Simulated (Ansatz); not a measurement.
**Property card for Zr2PbC**

Zr2PbC:
```yaml
crystal:
  lattice:
    - [3.37126, 0.00000, 0.00000]
    - [-1.68563, 2.91959, 0.00000]
    - [0.00000, 0.00000, 14.77407]
  atoms:
    - { symbol: Zr, position: [0.66667, 0.33333, 0.91764] }
    - { symbol: Zr, position: [0.33333, 0.66667, 0.08236] }
    - { symbol: Zr, position: [0.33333, 0.66667, 0.41764] }
    - { symbol: Zr, position: [0.66667, 0.33333, 0.58236] }
    - { symbol: Pb, position: [0.66667, 0.33333, 0.25000] }
    - { symbol: Pb, position: [0.33333, 0.66667, 0.75000] }
    - { symbol: C, position: [0.00000, 0.00000, 0.00000] }
    - { symbol: C, position: [0.00000, 0.00000, 0.50000] }
```

Space group P6_3/mmc (No. 194); conventional cell a = 3.371 Å, b = 3.371 Å, c = 14.774 Å, α = 90.00°, β = 90.00°, γ = 120.00°.

Method: PBEsol in the plane-wave PAW code Ansatz. The cell and atoms are relaxed at this level. Other levels are named where they apply.

Cell and energy:

- Volume per atom: 18.18 Å³
- Density: 9.17 g/cm³
- Formation energy from the elements (no fitted shifts): -0.75 eV/atom

Electronic structure:

- Electronic character = metallic (no gap)
- Density of states at the Fermi level = 0.44 states/eV per atom (mean over ±0.08 eV)
- Gap with spin–orbit coupling = none (metallic)

Mechanics:

- Bulk modulus (Birch–Murnaghan fit) = 126 GPa
- Pressure derivative B′ = 4.7
- Elastic constants (relaxed ions, GPa) = C11 = 232, C12 = 72.8, C13 = 78.3, C33 = 224, C44 = 78.3
- Mechanical stability = stable (all eigenvalues of C positive)
- Hill bulk and shear moduli = 128 and 77.9 GPa
- Young's modulus = 194 GPa
- Poisson's ratio = 0.25
- Debye temperature from the elastic constants = 366 K

Phonons:

- Highest zone-centre frequency = 572 cm⁻¹
- Zone-centre stability = no imaginary mode at Γ

The first step of the workflow began from a Materials Project structure, measured or hypothetical; the Crystallography Open Database copy checked does not list it. Its standing as an ambient phase is unchecked. The cell was relaxed with PBEsol under the symmetry of its start. No spin polarisation was allowed. As this level gives no gap, shear constants depend on the k-mesh and smearing (Fermi–Dirac, 0.1 eV here). As this level gives no gap, phonon frequencies hold no LO–TO term and depend on the k-mesh and smearing (Fermi–Dirac, 0.1 eV here). The references are the lowest solids computed at this level, not always the standard phases. Spin–orbit coupling is left out wherever it is not named.

Potentials: the earlier of the program's two PAW sets. The files were generated under PBE; for other functionals the program regenerates the frozen cores, and for LDA and PBEsol the local potential too.
